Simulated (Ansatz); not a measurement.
Corundum Al₂O₃, relaxed with r2SCAN in the plane-wave code Ansatz: it is trigonal, R-3c (No. 167); conventional cell a = 4.759 Å, c = 12.995 Å, 8.49 Å³ an atom. Al is surrounded by 6 O at 1.86–1.97 Å; O is surrounded by 4 Al at 1.86–1.97 Å. It was then strained (isotropic on every length), atoms relaxed again within the symmetry left. Unstrained, HSE06 gives 8.106 eV (Γ, 4×4×4 mesh), and the band edges keep their places in every row. Stress is positive in compression. No spin polarisation and no zero-point or thermal motion.

Axes as in this cell:
```xyz
10
Lattice="2.3794 1.3737 4.3316 -2.3794 1.3737 4.3316 0.0000 -2.7474 4.3316" Properties=species:S:1:pos:R:3 pbc="T T T"
Al    0.0000    0.0000   11.0704
Al    0.0000    0.0000    4.5730
Al    0.0000    0.0000    1.9244
Al    0.0000    0.0000    8.4218
O     0.9215   -1.3737    5.4145
O    -1.6504   -0.1111    5.4145
O    -0.9215    1.3737    7.5803
O    -0.7290   -1.4849    7.5803
O     1.6504    0.1111    7.5803
O     0.7290    1.4849    5.4145
```

```csv
strain (%),ln(V/V₀),"ΔE_g, HSE06 (eV)","Δpressure, r2SCAN (GPa)"
-3.0,-0.0914,+1.264,+28.06
-2.0,-0.0606,+0.831,+17.52
-1.0,-0.0302,+0.409,+8.21
+1.0,+0.0299,-0.398,-7.22
+3.0,+0.0887,-1.156,-19.09
```

(1) Fit ΔE_g = a x + b x² to these rows by least squares, with x = ln(V/V₀).

(2) Fit the change of pressure in the same way.

(3) Predict the withheld row at +2.0 % (x = +0.0594).

Answers

(1) The normal equations take Σx² = 2.170e-02, Σx³ = -2.890e-04, Σx⁴ = 1.468e-04, ΣxΔE = -2.927e-01 and Σx²ΔE = 4.533e-03, and give a = -13.43 eV, b = +4.4 eV; the largest residual is 0.001 eV. a is the volume deformation potential of this gap.

(2) Δpressure = -259.8 x + (508) x² GPa. So B₀ = 259.8 GPa and B′ ≈ 2 × 508/259.8 = 3.9; two terms over so wide a range bias B₀ by a few per cent and B′ by more; the gap's pressure coefficient at zero is −a/B₀ = +52 meV/GPa, with HSE06's a and r2SCAN's B₀. With the axis ratios held, these aren't quite the hydrostatic values.

(3) ΔE_g ≈ -13.43 × (+0.0594) + (4.4) × (+0.0594)² = -0.782 eV, and Δpressure ≈ -13.64 GPa. The runs give -0.784 eV and -13.55 GPa, off by -0.002 eV and +0.09 GPa.

The meshes of the hybrids are coarse, so their gaps aren't converged to the digits shown.
